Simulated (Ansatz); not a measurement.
An Ansatz (an electronic-structure program) run. Input:

Ansatz 0.2 input:
```yaml
crystal:
  lattice:
    - [0.0, 4.964408136, 4.964408136]
    - [4.964408136, 0.0, 4.964408136]
    - [4.964408136, 4.964408136, 0.0]
  atoms:
    - { symbol: Tl, position: [0.75, 0.75, 0.75] }
    - { symbol: Tl, position: [0.25, 0.25, 0.25] }
    - { symbol: Sn, position: [0.0, 0.0, 0.0] }
    - { symbol: Cl, position: [0.7542501736, 0.7542501736, 0.2457498264] }
    - { symbol: Cl, position: [0.2457498264, 0.2457498264, 0.7542501736] }
    - { symbol: Cl, position: [0.2457498264, 0.7542501736, 0.7542501736] }
    - { symbol: Cl, position: [0.7542501736, 0.2457498264, 0.2457498264] }
    - { symbol: Cl, position: [0.7542501736, 0.2457498264, 0.7542501736] }
    - { symbol: Cl, position: [0.2457498264, 0.7542501736, 0.2457498264] }
kpoints:
  mp_grid: { grid: [3, 3, 3] }
hamiltonian:
  xc: hse06
  pseudopotentials: { kind: paw }
scf:
  n_extra_bands: 9
  occupations: { method: fixed }
output:
  eigenvalues: true
  eigenstates:
    e_range: [-9.0, 12.4]
    kpoints:
      - [0.0, 0.5, 0.5]  # VBM
      - [0.0, 0.0, 0.0]  # CBM
      - [0.0, 0.0, 0.0]  # GAMMA
      - [0.5, 0.0, 0.5]  # X
      - [0.5, 0.5, 0.5]  # L
      - [0.5, 0.25, 0.75]  # W
      - [0.375, 0.375, 0.75]  # K
      - [0.625, 0.25, 0.625]  # U
```

Output (shortened):

```
Pseudopotential: Tl, paw, valence charge 13
Pseudopotential: Sn, paw, valence charge 14
Pseudopotential: Cl, paw, valence charge 7
Functional definition: HSE06
davidson cushion auto → on  (no smearing: the cushion is to keep the highest requested band from converging to the state above it …
Crystal: 9 atoms, lattice volume = 244.699 Å³
Basis set: ecut = 420 eV, 4813 PW (Γ)
Bands: 50, of which v1, the nominal top of the filled ones, is band 41 counted from 1 (40 counted from 0)
Symmetry: 48 space group operations
Space group: Fm-3m (ITA 225), of the structure as read, at distance tolerance 6.3e-5 Å
k-points: 4 of 27
SCF iter   1: F=—  HF=-35398.660439 eV  |F-HF|=—  |Δ(HF+E_count)|=         —  Δρ=1.21e-3  dr2=5.09e-3  ethr=1.77e-3  ⟨swp⟩=7.5  Hψ=868  notcnv=0
preconditioner: auto → none
iter 2 solved again at ethr=2.87e-7 eV; its pass at ethr=6.21e-6 eV (dr2=2.35e-4 eV) is discarded
SCF iter   2: F=-35398.660271 eV  HF=-35398.660380 eV  |F-HF|=1.10e-4  |Δ(HF+E_count)|=   5.87e-5  Δρ=3.39e-4  dr2=2.27e-4  ethr=2.87e-7  ⟨swp⟩=3.0  Hψ=1182  notcnv=0
SCF 1 stopped early in 2 iterations: F = -35398.660271 eV  dr2 = 2.27e-4
Crystal: 9 atoms, lattice volume = 244.699 Å³
Exchange kernel: α = 0.2500, screened, ω = 0.2079 Å⁻¹, Wigner–Seitz truncation, v(0) = 1045.2976 eV·Å³, q-mesh 3×3×3, nearest image of the exchange supercell L …
Frozen-core exchange: fock
SCF iter   1: F=—  HF=-35413.973906 eV  |F-HF|=—  |Δ(HF+E_count)|=         —  Δρ=4.95e-3  dr2=5.58e-2  ethr=2.77e-6  ⟨swp⟩=8.0  Hψ=1018  notcnv=0
preconditioner: auto → none
SCF iter   2: F=—  HF=-35413.957587 eV  |F-HF|=—  |Δ(HF+E_count)|=   1.63e-2  Δρ=2.02e-3  dr2=9.47e-3  ethr=2.77e-6  ⟨swp⟩=5.0  Hψ=787  notcnv=0
SCF iter   3: F=—  HF=-35413.974961 eV  |F-HF|=—  |Δ(HF+E_count)|=   1.74e-2  Δρ=1.26e-3  dr2=3.40e-3  ethr=2.77e-6  ⟨swp⟩=4.2  Hψ=671  notcnv=0
SCF iter   4: F=—  HF=-35413.973956 eV  |F-HF|=—  |Δ(HF+E_count)|=   1.00e-3  Δρ=2.54e-4  dr2=1.90e-4  ethr=2.77e-6  ⟨swp⟩=4.0  Hψ=462  notcnv=0
SCF iter   5: F=—  HF=-35413.974256 eV  |F-HF|=—  |Δ(HF+E_count)|=   3.00e-4  Δρ=1.02e-4  dr2=4.94e-5  ethr=1.57e-7  ⟨swp⟩=4.2  Hψ=549  notcnv=0
SCF iter   6: F=-35413.974244 eV  HF=-35413.974245 eV  |F-HF|=1.30e-6  |Δ(HF+E_count)|=   1.12e-5  Δρ=2.34e-5  dr2=9.31e-6  ethr=5.10e-8  ⟨swp⟩=4.0  Hψ=521  notcnv=0
SCF 2 stopped early in 6 iterations: F = -35413.974244 eV  dr2 = 9.31e-6
hybrid outer 1: dexx = +2.070e-2 eV, tail = 6.16e-5 eV
Crystal: 9 atoms, lattice volume = 244.699 Å³
Exchange kernel: α = 0.2500, screened, ω = 0.2079 Å⁻¹, Wigner–Seitz truncation, v(0) = 1045.2976 eV·Å³, q-mesh 3×3×3, nearest image of the exchange supercell L …
Frozen-core exchange: fock
SCF iter   1: F=—  HF=-35413.973674 eV  |F-HF|=—  |Δ(HF+E_count)|=         —  Δρ=3.44e-5  dr2=2.72e-6  ethr=3.76e-7  ⟨swp⟩=4.0  Hψ=466  notcnv=0
preconditioner: auto → none
iter 2 solved again at ethr=1.83e-10 eV; its pass at ethr=3.01e-9 eV (dr2=1.50e-7 eV) is discarded
SCF iter   2: F=—  HF=-35413.973673 eV  |F-HF|=—  |Δ(HF+E_count)|=   4.43e-7  Δρ=1.28e-5  dr2=2.26e-7  ethr=1.83e-10  ⟨swp⟩=2.2  Hψ=1113  notcnv=0
SCF iter   3: F=-35413.973674 eV  HF=-35413.973674 eV  |F-HF|=4.25e-8  |Δ(HF+E_count)|=   9.05e-7  Δρ=3.83e-6  dr2=4.50e-8  ethr=1.81e-10  ⟨swp⟩=5.0  Hψ=667  notcnv=0
SCF 3 converged in 3 iterations: F = -35413.973674 eV  dr2 = 4.50e-8
hybrid outer 2: dexx = +8.465e-7 eV, tail = 1.29e-7 eV, Δε = 1.46e-3 eV (about 9.57e-5 eV left of the loop's levels)
NSCF: frozen V_eff on 8 k-points
hybrid SCF converged: 2 outer / 9 inner (+2 warm-up), last move |dexx| = 8.47e-7 eV, tail = 1.29e-7 eV
Stability not checked (fock_operator)
Free energy (F): -35413.973674 eV
Frozen-core exchange: fock
Harris-Foulkes:  -35413.973674 eV  (|F-HF|=4.25e-8)
Internal energy: -35413.973674 eV  (E = F + TS)
E sigma→0 (E₀):  -35413.973674 eV
Fermi energy:    2.351607 eV
--- Per-component energies (eV) ---
  E_band       = -466.113812
  E_kinetic    = 1818.038455
  E_local      = -4973.536261  (includes V_loc(G=0)·N_el)
  E_nonlocal   = 774.048253
  E_hartree    = 2023.056310
  E_xc         = -1182.025371
  E_vxc        = -884.899856  (∫ρ·V_xc dr)
  E_exx        = -183.979214  (= α·E_x^exact, valence–valence)
  E_paw        = -28560.763030  (= ΣΔE_a)
  E_vpaw       = -877.913950  (= ΣTr[D̂ρ^β])
  E_aug_tail   = 0.000605  (compensation charges beyond the density's cutoff)
  E_ewald      = -5129.413252
  E_core_change = 0.599831  (= ΣΔE_core)
  E_smearing   =  0.000000  (= −TS)
  E_closure    =  0.000000  (closes the sum)
  Σ components = -35413.973674   (vs F -35413.973674, Δ=0.00e0)
  [band-id]    e_kinetic+e_local+e_nonlocal+2·e_hartree+e_vxc+2·e_exx+e_vpaw+e_augmentation_tail = -466.108562   (vs E_band -466.113812, Δ=5.25e-3)
--- Band table (eV) ---
  k-point 0: bands = ["-19.8119", "-19.8119", "-19.6007", "-19.6007", "-19.6007", "-13.0536", "-12.0787", "-12.0787", "-12.0787", "-11.5114", "-11.5114", "-7.3804", "-7.3804", "-7.3804", "-7.3790", "-7.3790", "-7.3681", "-7.3681", "-7.3621", "-7.3621", …
  k-point 1: bands = ["-19.8120", "-19.8120", "-19.6007", "-19.6007", "-19.6007", "-12.9394", "-12.2279", "-12.0177", "-12.0177", "-11.5822", "-11.5822", "-7.3898", "-7.3898", "-7.3864", "-7.3816", "-7.3816", "-7.3774", "-7.3762", "-7.3762", "-7.3689", …
  k-point 2: bands = ["-19.8122", "-19.8119", "-19.6007", "-19.6007", "-19.6007", "-12.9043", "-12.1031", "-12.0843", "-12.0843", "-11.7099", "-11.4996", "-7.3961", "-7.3925", "-7.3925", "-7.3861", "-7.3861", "-7.3856", "-7.3799", "-7.3711", "-7.3698", …
  k-point 3: bands = ["-19.8122", "-19.8120", "-19.6007", "-19.6007", "-19.6007", "-12.8507", "-12.1971", "-12.1005", "-12.0218", "-11.6584", "-11.5750", "-7.3939", "-7.3935", "-7.3914", "-7.3907", "-7.3885", "-7.3859", "-7.3858", "-7.3740", "-7.3733", …
```

Cost: very roughly 7 core-minutes on shared cores.

The points marked VBM and CBM come from a semilocal run.

The workflow started from a Materials Project entry (that database holds measured and hypothetical structures alike); the Crystallography Open Database files this formula in space group No. 225, but the cells were not matched. Whether it is the stable phase at ambient conditions was not checked. The cell was relaxed with r²SCAN+D4 under the symmetry of its start; its stability against distortions is not shown here. Spin–orbit coupling is left out wherever it is not named.

Potentials: the later of the program's two PAW sets.

Ansatz is a plane-wave DFT program.
